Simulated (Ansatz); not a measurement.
C:
```cif
data_C8
_chemical_formula_sum 'C8'
_space_group_name_H-M_alt 'I4/mmm'
_space_group_IT_number 139
_space_group_name_Hall '-I 4 2'
_cell_length_a 4.36468
_cell_length_b 4.36468
_cell_length_c 2.50175
_cell_angle_alpha 90.000
_cell_angle_beta 90.000
_cell_angle_gamma 90.000
loop_
_atom_site_label
_atom_site_type_symbol
_atom_site_symmetry_multiplicity
_atom_site_Wyckoff_symbol
_atom_site_fract_x
_atom_site_fract_y
_atom_site_fract_z
_atom_site_occupancy
C1 C 8 h 0.18030 0.18030 0.00000 1
```
(The calculation used a cell of 4 atoms; values per cell refer to that cell.)

Relaxed at zero pressure with r²SCAN (plane waves, PAW; program Ansatz).

Q: The volume is lowered by 9 % and shape and atoms relax at that volume. What pressure results, and how do the axes share the change?

A: 46.6 GPa; a -3.2 %, b -3.2 %, c -2.8 %; the energy rises by 72 meV/atom.

Q: Give the new structure.

A: 
Space group I4/mmm (No. 139); a = b = 4.2235 Å, c = 2.4314 Å, α = β = γ = 90.00°

```csv
atom,site,symmetry,x,y,z
C,8h,m.2m,0.1806,0.1806,0.0000
```

The phase is kept; no other phase was compared at this pressure.

The start of the workflow was typed in or built on a structure type; the Crystallography Open Database copy checked does not list it. It is not the phase usual at ambient conditions (space group No. 194, 227). The r²SCAN relaxation kept the symmetry of its start; its stability against distortions is not shown here.

Potentials: the later of the program's two PAW sets.
